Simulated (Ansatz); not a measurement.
A geometry of CaSnF6 away from equilibrium: step 2 of the relaxation of a relaxed CaSnF6 cell with every coordinate shifted by Gaussian noise of σ = 0.1 Å. Calculation: r2SCAN (plane waves to 500 eV, PAW, scalar-relativistic; Ansatz, an electronic-structure program). Γ-centred k-mesh 5×5×5 on the run's cell (coarser than for final values), Fermi–Dirac smearing 0.05 eV.

```xyz
8
Lattice="2.8258 1.6038 4.9158 -2.8478 1.6230 4.9221 0.0056 -3.2734 4.9346" Properties=species:S:1:pos:R:3 pbc="T T T"
Ca    -0.1116     0.1010     0.1311
Sn    -0.0355     0.0722     7.4851
F      0.9900    -1.1479     8.6130
F     -1.1166     1.1185     6.1951
F     -1.6235    -0.3075     8.4971
F      1.5456     0.2760     6.3624
F      0.4886     1.5769     8.5129
F     -0.4618    -1.6045     6.3177
```

Question: Predict the force on each atom, in eV/Å.

Answer: 
| atom | Fx | Fy | Fz |
|---|---|---|---|
| Ca1 | 0.48 | -1.01 | -0.97 |
| Sn2 | -0.45 | -1.60 | -1.80 |
| F3 | 0.18 | -0.22 | 0.31 |
| F4 | 0.20 | -0.01 | 0.18 |
| F5 | -0.71 | -0.13 | 0.62 |
| F6 | 0.28 | 0.15 | -0.38 |
| F7 | 0.11 | 1.12 | 0.83 |
| F8 | -0.10 | 1.71 | 1.21 |

Question: What is the pressure?

Answer: +2.0 GPa, compression positive.

Question: How much energy per atom can still be gained by relaxing?

Answer: 0.04 eV/atom; the path ends in R-3 (No. 148).

No spin polarisation in the result.

The cell that was disturbed is our relaxation of an entry of Materials Project.
